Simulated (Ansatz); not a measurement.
## Sn3PbSe4 (Cmmm)

Method: DFT PBE, scalar-relativistic, plane waves, PAW in Ansatz 0.2.0.

Settings: cutoff 420 eV, Γ-centred mesh 6×6×8 on the computed 8-atom cell, Gaussian smearing of 0.01 eV; no spin polarisation.

The structure is relaxed at this level of theory with its symmetry kept, and needn't be the ground state of this composition.

```cif
data_structure
_symmetry_space_group_name_H-M 'Cmmm'
_symmetry_Int_Tables_number 65
_cell_length_a 8.6300
_cell_length_b 12.2055
_cell_length_c 4.3154
_cell_angle_alpha 90.000
_cell_angle_beta 90.000
_cell_angle_gamma 90.000
_cell_volume 454.55
loop_
_atom_site_label
_atom_site_type_symbol
_atom_site_symmetry_multiplicity
_atom_site_Wyckoff_symbol
_atom_site_fract_x
_atom_site_fract_y
_atom_site_fract_z
_atom_site_occupancy
Sn1 Sn 4 e 0.25000 0.25000 0.00000 1
Sn2 Sn 2 d 0.00000 0.00000 0.50000 1
Pb1 Pb 2 c 0.50000 0.00000 0.50000 1
Se1 Se 4 g 0.75532 0.00000 0.00000 1
Se2 Se 4 j 0.50000 0.74737 0.50000 1
```

Q: Formation energy from the elements' standard states (uncorrected)?

A: -0.463 eV/atom.

Q: Kohn–Sham band gap?

A: zero, with almost no states at the Fermi level.

Q: Density of states at the Fermi level?

A: 0.0 states/eV per cell.

Q: Orbital (Löwdin) character within 0.5 eV of the Fermi level?

A: Se 4p 42 %, Sn 5p 25 %, Sn 5s 16 %.

Q: Bader charge by site (e)?

A: Sn (2 in the cell) 0.86, Sn (1 in the cell) 0.90, Pb (1 in the cell) 0.86, Se (2 in the cell) -0.87, Se (2 in the cell) -0.87.

Spin-orbit coupling is left out, which matters for the bands of heavy elements. The smearing is narrow for a metal on this mesh.

The cell was found from a structure generator's guess, not taken from experiment. Kohn–Sham gaps at this level usually fall short of measured ones.
